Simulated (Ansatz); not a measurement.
An Ansatz (an electronic-structure program) run. Input:

Ansatz 0.2 input:
```yaml
crystal:
  lattice:
    - [0.0, 2.7138312805, 2.7138312805]
    - [2.7138312805, 0.0, 2.7138312805]
    - [2.7138312805, 2.7138312805, 0.0]
  atoms:
    - { symbol: Ir, position: [0.0, 0.0, 0.0] }
    - { symbol: Zr, position: [0.5, 0.5, 0.5] }
kpoints:
  mp_grid: { grid: [10, 10, 10] }
  band_path:
    path:
      - [[0.0, 0.0, 0.0], [0.5, 0.0, 0.5], [0.625, 0.25, 0.625]]  # Γ-X-U
      - [[0.375, 0.375, 0.75], [0.0, 0.0, 0.0], [0.5, 0.5, 0.5], [0.5, 0.25, 0.75], [0.5, 0.0, 0.5]]  # K-Γ-L-W-X
    npoints: 12
basis: { ecutwfc: 600, xc_grid: 2 }
hamiltonian:
  xc: pbe
  pseudopotentials: { azcp: { folder: ./paw }, kind: paw_fr }
magnetization: { noncollinear: true, spin_orbit: true }
scf:
  n_extra_bands: 13
  convergence: { dr2_threshold: 0.0000000001 }
  occupations: { method: gaussian, width: 0.05 }
output: { eigenvalues: true }
```

Output (shortened):

```
Pseudopotential: Ir, paw, valence charge 17
Pseudopotential: Zr, paw, valence charge 12
Functional definition: PBE
non-collinear run that drives no moment, with spin-orbit …
Crystal: 2 atoms, lattice volume = 39.974 Å³
Basis set: ecut = 600 eV, 1363 PW (Γ), exchange–correlation on 64×64×64 points (8 copies of the dense FFT grid, shifted against one another)
Bands: 42, of which v1, the nominal top of the filled ones, is band 29 counted from 1 (28 counted from 0)
Symmetry: 48 space group operations + 48 with time reversal
k-points: 47 of 1000
Projection manifold: j_resolved (fully-relativistic pseudo-atomic orbitals)
SCF iter   1: F=—  HF=-16154.709529 eV  |F-HF|=—  |Δ(HF+E_count)|=         —  Δρ=6.50e-2  dr2=2.16e0  dr2_m=0.00e0 (ungated)  ethr=3.10e-3  |M|=0.00e0 ∫|m|=0.00e0 μB  |m|>n=0.0e0 m-floor=0.0e0 τ_xc=0.0e0  β_m=0.30  ⟨swp⟩=6.7  Hψ=4557  notcnv=0  defer=14
preconditioner: auto → Kerker (q_TF=auto, 2.586 Å⁻¹)
spin=Noncollinear: Kerker preconditioning applied to the charge; magnetization (m_x, m_y, m_z) channels mix plain (no charge-response kernel on spin).
SCF iter   2: F=—  HF=-16154.391284 eV  |F-HF|=—  |Δ(HF+E_count)|=   3.18e-1  Δρ=2.78e-2  dr2=2.34e-1  dr2_m=0.00e0 (ungated)  ethr=3.10e-3  |M|=0.00e0 ∫|m|=0.00e0 μB  |m|>n=0.0e0 m-floor=0.0e0 τ_xc=0.0e0  β_m=0.38  ⟨swp⟩=2.0  Hψ=1335  notcnv=0  defer=234
preconditioner: auto → none
SCF iter   3: F=—  HF=-16154.360667 eV  |F-HF|=—  |Δ(HF+E_count)|=   3.06e-2  Δρ=1.11e-2  dr2=2.78e-2  dr2_m=0.00e0 (ungated)  ethr=8.06e-4  |M|=0.00e0 ∫|m|=0.00e0 μB  |m|>n=0.0e0 m-floor=0.0e0 τ_xc=0.0e0  β_m=0.48  ⟨swp⟩=2.4  Hψ=1373  notcnv=0  defer=258
SCF iter   4: F=—  HF=-16154.364044 eV  |F-HF|=—  |Δ(HF+E_count)|=   3.38e-3  Δρ=2.28e-3  dr2=1.44e-3  dr2_m=0.00e0 (ungated)  ethr=9.58e-5  |M|=0.00e0 ∫|m|=0.00e0 μB  |m|>n=0.0e0 m-floor=0.0e0 τ_xc=0.0e0  β_m=0.54  ⟨swp⟩=2.2  Hψ=1361  notcnv=0  defer=258
SCF iter   5: F=—  HF=-16154.364870 eV  |F-HF|=—  |Δ(HF+E_count)|=   8.26e-4  Δρ=5.05e-4  dr2=8.25e-5  dr2_m=0.00e0 (ungated)  ethr=4.95e-6  |M|=0.00e0 ∫|m|=0.00e0 μB  |m|>n=0.0e0 m-floor=0.0e0 τ_xc=0.0e0  β_m=0.65  ⟨swp⟩=2.1  Hψ=1464  notcnv=0  defer=258
SCF iter   6: F=—  HF=-16154.364882 eV  |F-HF|=—  |Δ(HF+E_count)|=   1.23e-5  Δρ=3.67e-5  dr2=2.63e-7  dr2_m=0.00e0 (ungated)  ethr=2.84e-7  |M|=0.00e0 ∫|m|=0.00e0 μB  |m|>n=0.0e0 m-floor=0.0e0 τ_xc=0.0e0  β_m=0.72  ⟨swp⟩=2.8  Hψ=1524  notcnv=0  defer=258
SCF iter   7: F=—  HF=-16154.364882 eV  |F-HF|=—  |Δ(HF+E_count)|=   2.64e-7  Δρ=6.54e-6  dr2=6.14e-9  dr2_m=0.00e0 (ungated)  ethr=9.07e-10  |M|=0.00e0 ∫|m|=0.00e0 μB  |m|>n=0.0e0 m-floor=0.0e0 τ_xc=0.0e0  β_m=0.82  ⟨swp⟩=2.5  Hψ=1641  notcnv=0  defer=258
SCF iter   8: F=—  HF=-16154.364882 eV  |F-HF|=—  |Δ(HF+E_count)|=   2.47e-9  Δρ=8.08e-7  dr2=2.39e-10  dr2_m=0.00e0 (ungated)  ethr=2.12e-11  |M|=0.00e0 ∫|m|=0.00e0 μB  |m|>n=0.0e0 m-floor=0.0e0 τ_xc=0.0e0  β_m=0.86  ⟨swp⟩=2.3  Hψ=1288  notcnv=0  defer=258
SCF iter   9: F=-16154.364882 eV  HF=-16154.364882 eV  |F-HF|=0.00e0  |Δ(HF+E_count)|=  2.91e-11  Δρ=7.84e-8  dr2=2.38e-12  dr2_m=0.00e0 (ungated)  ethr=1.00e-12  |M|=0.00e0 ∫|m|=0.00e0 μB  |m|>n=0.0e0 m-floor=0.0e0 τ_xc=0.0e0  ⟨swp⟩=8.1  Hψ=3153  notcnv=0
SCF 1 converged in 9 iterations: F = -16154.364882 eV  dr2 = 2.38e-12
NSCF: frozen V_eff on 74 k-points
SCF converged after 9 iterations
Magnetization: |M| = 0.0000 μB,  M = (+0.0000, +0.0000, +0.0000) μB
Absolute magnetization: 0.0000 μB (∫|m|)
  site 0: m = (+0.0000, +0.0000, +0.0000) μB, |m| = 0.0000 μB  (R = 1.12 Å)
  site 1: m = (+0.0000, +0.0000, +0.0000) μB, |m| = 0.0000 μB  (R = 1.12 Å)
Free energy (F): -16154.364882 eV
Harris-Foulkes:  -16154.364882 eV  (|F-HF|=0.00e0)
Internal energy: -16154.362940 eV  (E = F + TS)
E sigma→0 (E₀):  -16154.363911 eV
Entropy (-TS):   -0.001942 eV (-0.971 meV/atom)
Fermi energy:    16.631112 eV
--- Per-component energies (eV) ---
  E_band       = -292.406229
  E_kinetic    = 844.207759
  E_local      = -2217.768282  (includes V_loc(G=0)·N_el)
  E_nonlocal   = 272.469588
  E_hartree    = 809.518615
  E_xc         = -380.224384
  E_vxc        = -433.593063  (∫ρ·V_xc dr)
  E_paw        = -12259.349206  (= ΣΔE_a)
  E_vpaw       = -376.759574  (= ΣTr[D̂ρ^β])
  E_aug_tail   = 0.000037  (compensation charges beyond the density's cutoff)
  E_ewald      = -3223.217068
  E_smearing   = -0.001942  (= −TS)
  E_closure    = 0.000000  (closes the sum)
  Σ components = -16154.364882   (vs F -16154.364882, Δ=0.00e0)
  [band-id]    e_kinetic+e_local+e_nonlocal+2·e_hartree+e_vxc+e_vpaw+e_augmentation_tail = -292.406304   (vs E_band -292.406229, Δ=-7.58e-5)
--- Band table (eV; the first three rows and the last of 47) ---
  k-point 0: bands = ["-74.6825", "-74.6825", "-41.5706", "-41.5706", "-32.3590", "-32.3590", "-28.0977", "-28.0977", "-28.0977", "-28.0977", "-11.5394", "-11.5394", "-9.7579", "-9.7579", "-9.7579", "-9.7579", "9.6072", "9.6072", "12.3180", "12.3180", …
  k-point 1: bands = ["-74.6824", "-74.6824", "-41.5709", "-41.5709", "-32.3588", "-32.3588", "-28.0978", "-28.0978", "-28.0968", "-28.0968", "-11.5480", "-11.5480", "-9.7753", "-9.7753", "-9.7652", "-9.7652", "9.8259", "9.8259", "12.4137", "12.4137", …
  k-point 2: bands = ["-74.6824", "-74.6824", "-41.5717", "-41.5717", "-32.3582", "-32.3582", "-28.0983", "-28.0983", "-28.0946", "-28.0946", "-11.5705", "-11.5705", "-9.8202", "-9.8202", "-9.7841", "-9.7841", "10.4555", "10.4555", "12.6566", "12.6566", …
  k-point 46: bands = ["-74.6821", "-74.6821", "-41.5741", "-41.5741", "-32.3451", "-32.3451", "-28.1155", "-28.1155", "-28.1013", "-28.1013", "-11.6091", "-11.6091", "-9.8877", "-9.8877", "-9.8598", "-9.8598", "12.5357", "12.5357", "13.0755", "13.0755", …
```

Cost: very roughly 28 core-seconds on shared cores.

Space group Fm-3m (rock salt). The start of the workflow was typed in or built on a structure type; neither database checked (COD, Materials Project) lists it. COD files the formula under space group No. 221, so this cell is another polymorph or a model. Its standing as an ambient phase is unchecked. Symmetry was held in the PBE relaxation; whether a distortion lowers the energy is not shown. No spin polarisation was allowed.

Potentials: the earlier of the program's two PAW sets.

Ansatz is a plane-wave DFT program.
